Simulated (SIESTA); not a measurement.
## CsLiCr2Te2S3 and the effect of the starting magnetic order

```
Cs Li Cr Te S
1.0
     3.42162   -5.18069    0.00784
     3.42162    5.18069    0.00784
    -2.90411    0.00000    7.43093
Cs Li Cr Te S
1 1 2 2 3
Direct
  0.09374 0.09374 0.00853
  0.58875 0.58875 0.55336
  0.05646 0.46755 0.55790
  0.46755 0.05646 0.55790
  0.56486 0.87357 0.29035
  0.87357 0.56486 0.29035
  0.81151 0.39697 0.73347
  0.39697 0.81151 0.73347
  0.21404 0.21404 0.48371
```

The cell comes from a database or a generator and needn't be the stable form of this composition.

Kept alike: task single point; functional PBE; k mesh 5 × 5 × 4; occupations fermi-dirac, width 0.05 eV. Program: SIESTA, files PseudoDojo sr-pbe-0.4.1-standard, DZP (energy shift 0.003 Ry; two zetas on semicore shells; d shell added on Cs). The mesh is that of the run's cell of 9 atoms. No spin-orbit coupling.

| starting magnetic order | largest site moment (μB) | moment of the cell (μB) | free energy over the lowest row (meV/atom) |
| --- | --- | --- | --- |
| afm | 2.37 | 0.00 | 34.37 |
| ferri | 2.37 | 0.00 | 34.37 |
| fm | 2.63 | 4.02 | 0.00 |
| fm_larger | 2.63 | 4.02 | 0.00 |
| nm | 0.00 | 0.00 | 111.83 |

For a metal such a mesh leaves the last digits unconverged. The runs hold the magnetic state that their start led to, which needn't be the lowest. Site moments are Mulliken populations, which hang on the basis.

Problem. What does the starting magnetic order change here?

Solution. The largest site moment runs from 0.00 (nm) to 2.63 μB (fm; fm_larger). The moment of the cell runs from 0.00 (afm; ferri; nm) to 4.02 μB (fm; fm_larger). The free energy is lowest at fm; fm_larger, and 111.83 meV an atom higher at nm. Starts that end at one energy have found one state: afm; ferri | fm; fm_larger.
